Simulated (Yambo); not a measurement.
# Bethe-Salpeter results for KMgH₃

```
CELL_PARAMETERS angstrom
      3.98810     0.00000     0.00000
      0.00000     3.98810     0.00000
      0.00000     0.00000     3.98810
ATOMIC_POSITIONS crystal
  H  0.50000 0.00000 0.50000
  H  0.00000 0.50000 0.50000
  H  0.50000 0.50000 0.00000
  Mg 0.50000 0.50000 0.50000
  K  0.00000 0.00000 0.00000
```

The geometry is that of Materials Project entry mp-23737, symmetrised and not relaxed again.

BSE in Yambo on norm-conserving PBEsol (Quantum ESPRESSO, 84 Ry, no spin-orbit coupling) bands: 8×8×8 mesh, 3 valence and 5 conduction bands, static screening with 33 bands and a 3 Ry block, scissor 2.40 eV, Tamm-Dancoff; field along x.

```json
[
 {"state": "1", "energy (eV)": "6.40", "states within 2 meV": "3", "relative strength": "1.00", "class": "strong", "main transitions": "several band pairs"},
 {"state": "2", "energy (eV)": "6.61", "states within 2 meV": "3", "relative strength": "0.46", "class": "strong", "main transitions": "several band pairs"},
 {"state": "3", "energy (eV)": "6.76", "states within 2 meV": "3", "relative strength": "< 0.01", "class": "dark", "main transitions": "VB → CB (73 %)"},
 {"state": "4", "energy (eV)": "6.82", "states within 2 meV": "2", "relative strength": "< 0.01", "class": "dark", "main transitions": "VB → CB (77 %)"},
 {"state": "5", "energy (eV)": "6.84", "states within 2 meV": "3", "relative strength": "0.06", "class": "strong", "main transitions": "several band pairs"},
 {"state": "6", "energy (eV)": "6.86", "states within 2 meV": "3", "relative strength": "< 0.01", "class": "dark", "main transitions": "VB → CB (65 %)"}
]
```

These are vertical excitations (zero momentum); the indirect quasiparticle gap, about 4.64 eV, is smaller than the direct one (6.90 eV on the GW mesh). The direct quasiparticle gap on this mesh is 6.90 eV; counted from there, state 1 is bound by 0.50 eV. On a 4×4×4 mesh the same difference is 0.70 eV, so it isn't converged.

Spin singlets only. Strengths are relative to the strongest of the lowest states of this run; strong means a line over 3 % of the spectrum's maximum, dark under 0.03 %. Absolute energies carry the error of the G0W0 scissor, whose convergence isn't established.

The cell is held in this high symmetry; tilts and polar distortions were not searched.
